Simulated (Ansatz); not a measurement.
Al: do energies and stresses tell the same story?

Method: DFT r2SCAN, scalar-relativistic, plane waves, PAW in Ansatz.

Cutoff 500 eV; k points 18×18×18 on the computed 1-atom cell (Γ-centred); Gaussian smearing, width 0.10 eV; no spin polarisation.

Relaxed cell: Im-3m, a = 3.189 Å, b = 3.189 Å, c = 3.189 Å, α = 90.00°, β = 90.00°, γ = 90.00°, 1 atom in the primitive cell. This bcc form isn't the element's structure at ambient conditions.

Energies at zero smearing and pressures from the stress tensor, at volumes with shape and atoms relaxed:
```csv
V (Å³/atom),E − E(first) (meV/atom),P (GPa)
14.266,0.00,13.81
14.753,-35.11,9.46
15.239,-57.98,5.76
15.725,-70.49,2.63
16.212,-74.30,-0.02
16.698,-70.79,-2.26
17.184,-61.06,-4.18
17.833,-39.82,-6.33
```

Problem. Check P = −dE/dV between neighbouring volumes, and get the bulk modulus from the pressures alone.

Solution. With 1 eV/Å³ = 160.2 GPa:
| middle V (Å³/atom) | −ΔE/ΔV (GPa) | mean P (GPa) |
| --- | --- | --- |
| 14.509 | 11.565 | 11.637 |
| 14.996 | 7.534 | 7.611 |
| 15.482 | 4.124 | 4.197 |
| 15.968 | 1.255 | 1.306 |
| 16.455 | -1.156 | -1.141 |
| 16.941 | -3.206 | -3.223 |
| 17.509 | -5.247 | -5.255 |

The two differ by 0.08 GPa at most. The mean of two end pressures misses the average over a step by about ΔV² P″/12, up to 0.06 GPa here; with that taken off 0.04 GPa remains. The stress is the derivative of the free energy, not of the energy at zero smearing, and with free energies 0.00 GPa remains. Around V = 16.212 Å³/atom, the two neighbours give B = −V ΔP/ΔV = 16.212 × 4.89 / 0.973 = 81.6 GPa, against B0 = 80.9 GPa from the Birch–Murnaghan fit of the energies.